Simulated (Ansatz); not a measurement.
Starting cell, KF (rock salt):

```
KF
1.0
    0.00000     2.71039     2.71039
    2.71039     0.00000     2.71039
    2.71039     2.71039     0.00000
F K
1 1
Direct
  0.00000   0.00000   0.00000
  0.50000   0.50000   0.50000
```

The atoms are displaced by Q × the pattern below (from a DFPT mode at Γ, largest move 1; Q in Å), at fixed cell. It is one choice among 3 degenerate patterns.

| atom | x | y | z |
|---|---|---|---|
| F1 | 0.000 | 0.000 | -1.000 |
| K2 | 0.000 | 0.000 | 0.486 |

Computed with PBE (plane waves to 420 eV, PAW, scalar-relativistic; Ansatz, a first-principles code). k mesh 11×11×11 (Γ-centred), Fermi-Dirac smearing 0.05 eV. Energies are smeared free energies. KF was relaxed with its symmetry unable to fall. ΔE is measured from the undisplaced structure.

```csv
Q (Å),ΔE (meV/cell)
-0.1000,14.8
-0.0833,10.1
-0.0667,withheld
-0.0500,3.6
-0.0333,1.6
-0.0167,0.4
0.0000,0.0
0.0167,0.4
0.0333,1.6
0.0500,3.6
0.0667,withheld
0.0833,10.1
0.1000,14.8
```

Problem. Fit an even polynomial form (powers 2, 4) to the given rows and predict ΔE at Q = -0.0667.

Solution. Least squares on the 11 given rows: ΔE = (1416)·Q² + (6245)·Q⁴, in meV/cell with Q in Å; root-mean-square residual 0.02 meV/cell. At -0.0667 the fit gives 6.4 meV/cell; the calculation gives 6.4 meV/cell, the same to the digits shown. The quadratic term alone would give 6.3 meV/cell.

(A displaced cell: forces are minus the slopes of the energy, force constants its curvatures, and phonons follow from these.)
